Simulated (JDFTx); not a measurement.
An input for a modified build of JDFTx (V(110), linear PCM (GLSSA13), water, 2 M KCl; bohr, hartree) and the course of its log:

```
lattice \
  4.8808491877 -1.6269497292 0.0000000000 \
  0.0000000000 4.6017087468 0.0000000000 \
  0.0000000000 0.0000000000 50.0777423026
coords-type Lattice
ion V 0.5000000000 0.5000000000 -0.1969144145 0
ion V 0.0000000000 0.0000000000 -0.1193702980 0
ion V 0.5000000000 0.5000000000 -0.0397900990 0
ion V 0.0000000000 0.0000000000 0.0397900990 0
ion V 0.5000000000 0.5000000000 0.1193702980 0
ion V 0.0000000000 0.0000000000 0.1969144145 0
ion-species pseudo/v_pbe_v1.4.upf
elec-cutoff 20 100
elec-ex-corr gga-PBE
coulomb-interaction Slab 001
coulomb-truncation-embed 0 0 0
kpoint-folding 8 8 1
elec-smearing Fermi 0.01
elec-n-bands 52
target-mu -0.168679
electronic-scf nIterations 100 energyDiffThreshold 1e-07
fluid LinearPCM
pcm-variant GLSSA13
fluid-solvent H2O
fluid-cation K+ 2
fluid-anion Cl- 2
fluid-minimize nIterations 400 knormThreshold 1e-12
wavefunction read f1.wfns
elec-initial-eigenvals f1.eigenvals
elec-initial-fillings read f1.fillings
fluid-initial-state f1.fluidState
dump-name f1_u1.$VAR
dump End State Ecomponents EigStats BandEigs Forces ElecDensity IonicPositions Fillings Kpoints Dtot FluidDebug BoundCharge FluidDensity
```

```
[one cycle in 5 is shown, and the last three; fluid-solver lines are left out]
	FillingsUpdate:  mu: -0.168679000  nElectrons: 75.225863
SCF: Cycle:  0   G: -411.285510768875383   dG: +5.885e+00   |Residual|: 1.938e-01   |deigs|: 2.799e-07
	FillingsUpdate:  mu: -0.168679000  nElectrons: 77.848093
SCF: Cycle:  5   G: -417.161846341244257   dG: -1.290e-02   |Residual|: 2.056e-02   |deigs|: 1.015e-03
	FillingsUpdate:  mu: -0.168679000  nElectrons: 77.675304
SCF: Cycle: 10   G: -417.116494616284911   dG: -4.916e-02   |Residual|: 1.846e-02   |deigs|: 3.787e-04
	FillingsUpdate:  mu: -0.168679000  nElectrons: 77.794766
SCF: Cycle: 15   G: -417.161080934280221   dG: -1.444e-01   |Residual|: 8.340e-03   |deigs|: 1.374e-03
	FillingsUpdate:  mu: -0.168679000  nElectrons: 76.325034
SCF: Cycle: 20   G: -415.231508695631021   dG: -7.078e-01   |Residual|: 1.146e-01   |deigs|: 1.005e-03
	FillingsUpdate:  mu: -0.168679000  nElectrons: 78.476016
SCF: Cycle: 25   G: -416.922885732986344   dG: +3.953e-03   |Residual|: 4.545e-02   |deigs|: 4.855e-05
	FillingsUpdate:  mu: -0.168679000  nElectrons: 76.977828
SCF: Cycle: 30   G: -416.569662478935584   dG: +3.663e-01   |Residual|: 6.436e-02   |deigs|: 1.355e-03
	FillingsUpdate:  mu: -0.168679000  nElectrons: 74.400008
SCF: Cycle: 35   G: -409.047307136797656   dG: +5.989e+00   |Residual|: 2.412e-01   |deigs|: 6.076e-03
	FillingsUpdate:  mu: -0.168679000  nElectrons: 74.928229
SCF: Cycle: 40   G: -411.100767510978926   dG: +5.504e-01   |Residual|: 2.068e-01   |deigs|: 4.807e-04
	FillingsUpdate:  mu: -0.168679000  nElectrons: 77.488013
SCF: Cycle: 45   G: -417.026023798472806   dG: +5.621e-02   |Residual|: 2.999e-02   |deigs|: 3.215e-03
	FillingsUpdate:  mu: -0.168679000  nElectrons: 76.225504
SCF: Cycle: 50   G: -415.267416919481434   dG: +5.300e-02   |Residual|: 1.157e-01   |deigs|: 9.579e-05
	FillingsUpdate:  mu: -0.168679000  nElectrons: 77.342837
SCF: Cycle: 55   G: -416.965469361971145   dG: -3.445e-01   |Residual|: 3.736e-02   |deigs|: 1.345e-03
	FillingsUpdate:  mu: -0.168679000  nElectrons: 76.427515
SCF: Cycle: 60   G: -415.739565399815035   dG: +1.246e-01   |Residual|: 1.006e-01   |deigs|: 2.461e-04
	FillingsUpdate:  mu: -0.168679000  nElectrons: 74.351978
SCF: Cycle: 65   G: -408.799322519176371   dG: +4.145e+00   |Residual|: 2.452e-01   |deigs|: 3.614e-03
	FillingsUpdate:  mu: -0.168679000  nElectrons: 77.691524
SCF: Cycle: 70   G: -417.149587527799042   dG: +3.410e-03   |Residual|: 1.186e-02   |deigs|: 9.717e-05
	FillingsUpdate:  mu: -0.168679000  nElectrons: 77.741232
SCF: Cycle: 75   G: -417.158781395769893   dG: -1.864e-02   |Residual|: 9.695e-03   |deigs|: 3.043e-04
	FillingsUpdate:  mu: -0.168679000  nElectrons: 77.734477
SCF: Cycle: 80   G: -417.156109220903204   dG: -8.917e-03   |Residual|: 9.801e-03   |deigs|: 1.632e-04
	FillingsUpdate:  mu: -0.168679000  nElectrons: 77.257417
SCF: Cycle: 85   G: -416.835811004638344   dG: +3.290e-01   |Residual|: 4.701e-02   |deigs|: 2.282e-03
	FillingsUpdate:  mu: -0.168679000  nElectrons: 77.469736
SCF: Cycle: 90   G: -417.039235804536418   dG: +2.441e-02   |Residual|: 2.983e-02   |deigs|: 1.838e-04
	FillingsUpdate:  mu: -0.168679000  nElectrons: 77.342125
SCF: Cycle: 95   G: -416.945818693892306   dG: +4.402e-02   |Residual|: 3.919e-02   |deigs|: 2.243e-04
	FillingsUpdate:  mu: -0.168679000  nElectrons: 75.855893
SCF: Cycle: 97   G: -413.832292183242998   dG: +3.109e+00   |Residual|: 1.486e-01   |deigs|: 5.797e-03
	FillingsUpdate:  mu: -0.168679000  nElectrons: 77.286159
SCF: Cycle: 98   G: -416.911978036726623   dG: -3.080e+00   |Residual|: 4.249e-02   |deigs|: 5.649e-03
	FillingsUpdate:  mu: -0.168679000  nElectrons: 77.275796
SCF: Cycle: 99   G: -416.909901317017443   dG: +2.077e-03   |Residual|: 4.249e-02   |deigs|: 4.377e-05
SCF: None of the convergence criteria satisfied after 100 iterations.
IonicMinimize: Iter:   0  G: -416.909901317017443  |grad|_K:  0.000e+00
IonicMinimize: Converged (|grad|_K<1.000000e-04).
```

This run gave no converged result. The electronic loop ended without meeting its threshold, so the last energy, electron count and forces aren't results.
